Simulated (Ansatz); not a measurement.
ZnAg:
```
ZnAg
1.0
    2.86953     0.00000     0.00000
   -1.43477     2.48509     0.00000
    0.00000     0.00000     4.41524
Zn Ag
1 1
Cartesian
  0.00000   0.00000   0.00000
  0.00000   1.65672   2.20762
```

Relaxed with r²SCAN. Special points in fractions of this cell's reciprocal vectors: Γ (0.000, 0.000, 0.000); M (0.500, 0.000, 0.000); K (0.333, 0.333, 0.000); A (0.000, 0.000, 0.500); L (0.500, 0.000, 0.500); H (0.333, 0.333, 0.500).

### Question
List the band energies nearest the Fermi level at these points for r²SCAN in the plane-wave PAW code Ansatz.

### Answer
In eV from the Fermi level; about four levels below and three above (degenerate sets whole), none deeper than 8.9 eV; … stands for higher levels left out; points with the same levels are listed once.

```tsv
k	below	above
Γ	-5.38 -5.38 -4.36 -4.36 -1.45	2.31 …
M	-4.54 -3.60 -2.48 -0.48	5.69 6.01 …
K	-5.32 -5.29 -5.09 -5.04	0.43 0.72 0.95
A	-5.29 -5.29 -4.38 -4.38	10.37 11.93 …
L	-4.53 -3.60 -1.66 -0.21	1.29 3.52 …
H	-5.70 -5.51 -5.22 -4.55	0.78 2.67 2.73
```

Space group P-6m2. The workflow started from a Materials Project entry (that database holds measured and hypothetical structures alike); the Crystallography Open Database copy checked does not list it. COD files the formula under space group No. 221. With Zn and Ag taken as one species the cell has the higher symmetry P6_3/mmc, so it may be an ordered model of a mixed-site phase. Its standing as an ambient phase is unchecked. The cell was relaxed with r²SCAN under the symmetry of its start; its stability against distortions is not shown here. No spin polarisation was allowed. Spin–orbit coupling is left out wherever it is not named.

Potentials: the later of the program's two PAW sets.
